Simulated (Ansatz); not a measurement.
BiRh (NiAs type)

```
CELL_PARAMETERS angstrom
      4.12992     0.00000     0.00000
     -2.06496     3.57662     0.00000
      0.00000     0.00000     5.69239
ATOMIC_POSITIONS crystal
  Bi 0.33333 0.66667 0.25000
  Bi 0.66667 0.33333 0.75000
  Rh 0.00000 0.00000 0.50000
  Rh 0.00000 0.00000 0.00000
```

Two coordinates are scanned: the volume, and the ratio of the stretch along z (the conventional c axis) to the stretch across it. Atoms keep their fractional coordinates.

The numbers are results of r2SCAN (plane waves to 500 eV, PAW, scalar-relativistic; Ansatz, a first-principles code), not measurements. k mesh 13×13×8 (Γ-centred), Fermi-Dirac smearing 0.05 eV. Stress and pressure are positive under compression. With partly filled bands, the response to shear is sensitive to the k mesh, so small differences along c/a are uncertain. BiRh is run without spin polarisation. BiRh was relaxed with its symmetry unable to fall. Spin-orbit coupling is left out, though Bi is heavy.

At one point of the scan the stress tensor (GPa) is:

```
    4.0      0.0      0.0
    0.0      4.0      0.0
    0.0      0.0     -0.1
```

Question: Which point is it?
A. V/V₀ = 0.980, (c/a)/(c/a)₀ = 1.020
B. V/V₀ = 1.000, (c/a)/(c/a)₀ = 1.020
C. V/V₀ = 0.980, (c/a)/(c/a)₀ = 1.040
D. V/V₀ = 1.000, (c/a)/(c/a)₀ = 1.040

Answer: C, V/V₀ = 0.980, (c/a)/(c/a)₀ = 1.040

(Under strain, the slope of the energy per volume gives the stress and its curvature an elastic modulus.)
